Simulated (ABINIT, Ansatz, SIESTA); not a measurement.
Ge2Sb2Te5: 3 runs at one level of theory

```
Te Sb Ge
1.0
     6.83914   -3.06601    0.00000
     6.83914    3.06601    0.00000
    -6.83098    0.00000    6.84761
Te Sb Ge
5 2 2
Direct
  0.59470 0.59470 0.38643
  0.79529 0.79529 0.19611
  0.00832 0.00832 0.00643
  0.20652 0.20652 0.80980
  0.39996 0.39996 0.59712
  0.90171 0.90171 0.58787
  0.11187 0.11187 0.41735
  0.28429 0.28429 0.18783
  0.49734 0.49734 0.01104
```

The cell comes from a database or a generator and needn't be the stable form of this composition.

Alike in all runs: task single point; functional PBE; k mesh 5 × 5 × 4; occupations fermi-dirac, width 0.05 eV; no spin polarisation; no spin-orbit coupling. Pressure is positive in compression and, in plane waves, holds the error of the finite cutoff, which Ansatz's Pulay term estimates and takes out.

```json
{"program and potentials": "Ansatz, Ansatz PAW", "plane-wave cutoff (eV)": "420", "notes": "15.33 valence electrons an atom on average; Pulay term of +0.03 GPa included", "pressure (GPa)": "-0.08", "largest force (eV/Å)": "0.196"}
{"program and potentials": "ABINIT, JTH PAW PBE v2.0", "plane-wave cutoff (eV)": "599", "notes": "9.78 valence electrons an atom on average", "pressure (GPa)": "-0.17", "largest force (eV/Å)": "0.194"}
{"program and potentials": "SIESTA, files PseudoDojo sr-pbe-0.4.1-standard, DZP (energy shift 0.003 Ry; two zetas on semicore shells)", "plane-wave cutoff (eV)": "-", "notes": "atomic basis; 15.33 valence electrons an atom on average", "pressure (GPa)": "1.00", "largest force (eV/Å)": "0.296"}
```

Force on atom 8 (Ge), eV/Å:

```csv
program and potentials,x,y,z
"Ansatz, Ansatz PAW",-0.194,0.000,-0.030
"ABINIT, JTH PAW PBE v2.0",-0.193,0.000,-0.025
"SIESTA, files PseudoDojo sr-pbe-0.4.1-standard, DZP (energy shift 0.003 Ry; two zetas on semicore shells)",-0.067,0.000,0.033
```

The pressure spans -0.17 (ABINIT, JTH PAW PBE v2.0) to 1.00 GPa (SIESTA, files PseudoDojo sr-pbe-0.4.1-standard, DZP (energy shift 0.003 Ry; two zetas on semicore shells)). Rows in atomic bases carry the error of their basis and grid, which can be large.

The functional is the same throughout but for its coding, so the spread measures potentials, basis and numerics; runs on potential files found faulty are left out.
